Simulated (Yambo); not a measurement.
G0W0@LDA for SiC (2H, space group P6_3mc, No. 186) in Yambo. Reference settings: 6×6×4 Γ-centred k mesh, 76 bands and a 8 Ry block in the screening, 76 bands in G with the Bruneval-Gonze terminator, plasmon pole fitted at 27.2 eV. The LDA gap Γ → K on this mesh is 2.14 eV; G0W0 gaps are taken between the same points.

Gap (Γ → K) in eV against the number of bands and the screening block, terminator on:

| bands (W and G) | 2 Ry | 3 Ry | 5 Ry | 6 Ry | 8 Ry |
|---|---|---|---|---|---|
| 18 | 3.028 | 3.022 | 3.102 | 3.151 | 3.214 |
| 28 | 2.810 | 2.814 | 2.915 | 2.981 | 3.072 |
| 42 | 2.725 | 2.737 | 2.845 | 2.923 | 3.027 |
| 59 | 2.683 | 2.696 | 2.805 | 2.890 | 3.001 |
| 76 | 2.674 | 2.686 | 2.794 | 2.884 | 3.001 |

Rough cost of the Yambo step against the reference (shared machines):

| bands (W and G) | 2 Ry | 3 Ry | 5 Ry | 6 Ry | 8 Ry |
|---|---|---|---|---|---|
| 18 | 1/6 | 1/5 | 1/5 | 1/5 | 1/4 |
| 28 | 1/4 | 1/4 | 1/4 | 1/3 | 1/3 |
| 42 | 1/2 | 1/2 | 1/2 | 1/2 | ~1 |
| 59 | ~1 | ~1 | ~1 | ~1 | ~1 |
| 76 | ~1 | ~1 | ~1 | ~1 | 1 |

At the largest block the last step in bands moves the gap by 0.000 eV; at the most bands the last step in the block moves it by 0.117 eV.

Geometry relaxed with LDA; primitive cell a = b = 3.054 Å, c = 5.012 Å, α = β = 90.00°, γ = 120.00°.
